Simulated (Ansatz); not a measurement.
BiTe and the effect of spin-orbit coupling

The structure is trigonal, space group R-3m (No. 166). Conventional cell: a = 4.845 Å, b = 4.845 Å, c = 9.952 Å, α = 90.00°, β = 90.00°, γ = 120.00°. Bi (site symmetry -3m) has 6 Te at 3.25 Å as nearest neighbours. Te (site symmetry -3m) has 6 Bi at 3.25 Å as nearest neighbours.

The cell comes from a database or a generator and needn't be the stable form of this composition.

Kept alike: task band structure; functional PBEsol; k mesh 7 × 7 × 7; occupations fermi-dirac, width 0.05 eV. Program: Ansatz, Ansatz PAW, cutoff 420 eV. The mesh is that of the run's cell of 2 atoms.

```csv
spin-orbit coupling,pressure (GPa)
off,-2.32
on,-1.22
```

Pressure is positive in compression, with a Pulay correction for the finite cutoff. For a metal such a mesh leaves the last digits unconverged. All rows use potentials made for PBE.

Question: What does spin-orbit coupling change here?

Answer: The pressure runs from -2.32 (off) to -1.22 GPa (on).
